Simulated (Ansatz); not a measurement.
Given:

La:
```
CELL_PARAMETERS angstrom
      3.76443     0.00000     0.00000
     -1.88222     3.26009     0.00000
      0.00000     0.00000    12.09948
ATOMIC_POSITIONS crystal
  La 0.00000 0.00000 0.00000
  La 0.00000 0.00000 0.50000
  La 0.33333 0.66667 0.25000
  La 0.66667 0.33333 0.75000
```

This is the PBE-relaxed structure. x, y and z are the axes in which the lattice vectors are written.

Task: All from the program Ansatz at the PBE level (PAW), unless another level is named. Give the Poisson's ratio.

Result: 0.23.

Task: And the elastic constants (relaxed ions, GPa)?

Result: C11 = 48.7, C12 = 17.0, C13 = 10.2, C33 = 54.6, C44 = 14.6.

Space group P6_3/mmc (dhcp (α-La type)). The cell was relaxed with PBE under the symmetry of its start. As this level gives no gap, shear constants depend on the k-mesh and smearing (Fermi–Dirac, 0.1 eV here). Spin–orbit coupling is left out wherever it is not named.

Potentials: the later of the program's two PAW sets.
